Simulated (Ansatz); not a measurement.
The start is a relaxed Pt cell displaced along its unstable phonon at q = Γ (40i cm⁻¹), largest move 0.15 Å. Cell shape, volume and atoms are optimised at zero target pressure with r2SCAN (plane waves to 500 eV, PAW, scalar-relativistic; Ansatz, an electronic-structure program). The first steps use a coarse 14×14×7 k-mesh.

The start:
```
Pt
1.0
    2.73607     0.00000     0.00000
   -1.36803     2.36950     0.00000
    0.00000     0.00000     4.75345
Pt
2
Direct
  0.30168   0.60336   0.25000
  0.69832   0.39664   0.75000
```

| Quantity | Result |
|---|---|
| Largest initial force | 0.24 eV/Å, on Pt1, Pt2 (atoms numbered as listed) |
| Energy released | 0.05 eV/atom |
| Volume change | +0.4 %, from 15.41 to 15.47 Å³/atom |
| Shortest distances (start → end) | The closest pairs of elements (up to four, under 3.6 Å), start → end: Pt–Pt 2.74 → 2.71 Å |
| Band gap at the end | zero (metallic) |
| Optimiser moves | 7 |

Relaxed structure:

```cif
data_Pt2
_chemical_formula_sum 'Pt2'
_space_group_name_H-M_alt 'I4/mmm'
_space_group_IT_number 139
_space_group_name_Hall '-I 4 2'
_cell_length_a 3.37676
_cell_length_b 3.37676
_cell_length_c 2.71380
_cell_angle_alpha 90.000
_cell_angle_beta 90.000
_cell_angle_gamma 90.000
loop_
_atom_site_label
_atom_site_type_symbol
_atom_site_symmetry_multiplicity
_atom_site_Wyckoff_symbol
_atom_site_fract_x
_atom_site_fract_y
_atom_site_fract_z
_atom_site_occupancy
Pt1 Pt 2 b 0.00000 0.00000 0.50000 1
```
(The calculation used a cell of 1 atom; values per cell refer to that cell.)

Final values are on a 22×22×22 k-mesh of the relaxed cell. No spin polarisation in the result.

The run could not lose the symmetry of its start: the end is stationary, and may be a saddle point rather than a minimum.

The relaxed structure here is a generated cell of Pt: the first start was made by placing the elements on the sites of a structure type, and the end was not matched to a known phase here, so it may be hypothetical. Known forms of Pt include space group No. 225.
